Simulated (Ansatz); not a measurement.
A crystal relaxed with r2SCAN in the PAW code Ansatz has space group I-4m2 (No. 119) and a = 4.230 Å, c = 17.935 Å.

```csv
atom,site,x,y,z
As,2a,0.0000,0.0000,0.0000
Xx,4f,0.0000,0.5000,0.0759
Sb,4e,0.5000,0.5000,0.1630
Xx,2d,0.5000,0.0000,0.2500
```

With r2SCAN the gap is 0.30 eV and direct, at Γ. With HSE06 the gap is 0.64 eV and direct, at Γ. PBE gives a gap of zero: filled and empty bands touch at Γ. Meshes: r2SCAN 8×8×8, HSE06 6×6×6, PBE 8×8×8.

**Question.** Which element is Xx?
A. B
B. In
C. Al
D. Ga

**Answer.** D. Xx is Ga: Ga3Sb2As as one 6-atom ordering (I-4m2) on the zincblende lattice. Around As lie 4 Ga at 2.51 Å; around Ga lie 2 As at 2.51 Å and 2 Sb at 2.63 Å; around Sb lie 4 Ga at 2.63 Å; around Ga lie 4 Sb at 2.63 Å.

No spin polarisation. The prototype was imposed, so other structures may be more stable.

Spin-orbit coupling is left out, which matters wherever the heavy atoms make up the band edges.
